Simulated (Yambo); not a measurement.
Yambo run on AgI (zinc blende, space group F-43m, No. 216). The wavefunctions are LDA (Quantum ESPRESSO, PseudoDojo norm-conserving, 86 Ry, without SOC) ones on a 4×4×4 mesh (13 occupied bands); a = b = c = 4.486 Å, α = β = γ = 60.00°.

Yambo input:

```
rim_cut
gw0
dyson
el_el_corr
HF_and_locXC
ppa
em1d
RandQpts= 1000000
RandGvec= 1 Ry
EXXRLvcs= 86 Ry
VXCRLvcs= 344 Ry
Chimod= "HARTREE"
% BndsRnXp
 5 | 129 |
%
NGsBlkXp= 8 Ry
% LongDrXp
 1.0 | 1.0 | 1.0 |
%
PPAPntXp= 27.2114 eV
% GbndRnge
 1 | 46 |
%
GTermKind= "none"
DysSolver= "n"
ExtendOut
% QPkrange
 1 | 1 | 13 | 14 |
%
```

k points by index: 1 = Γ.

Resulting energies as the program prints them:

```
#    K-point    Band    Eo [eV]    E [eV]    E-Eo [eV]    Vxc [eV]    Vnlxc [eV]    Sc|Eo [eV]    Sc|E [eV]    dSc/dw|Eo [eV]    Re(Z)    Im(Z)
#
    1    13    0.000000    -0.290954    -0.290954    -17.25453    -20.64520    3.027157    3.099713    -6.783215    0.800460    -0.001366
    1    14    1.054404    1.898357    0.843954    -9.856072    -5.577306    -3.257533    -3.434813    -5.715219    0.826424    -0.001257
```
(The two width columns are left out.) Convergence of these settings isn't established.

Geometry relaxed with LDA.
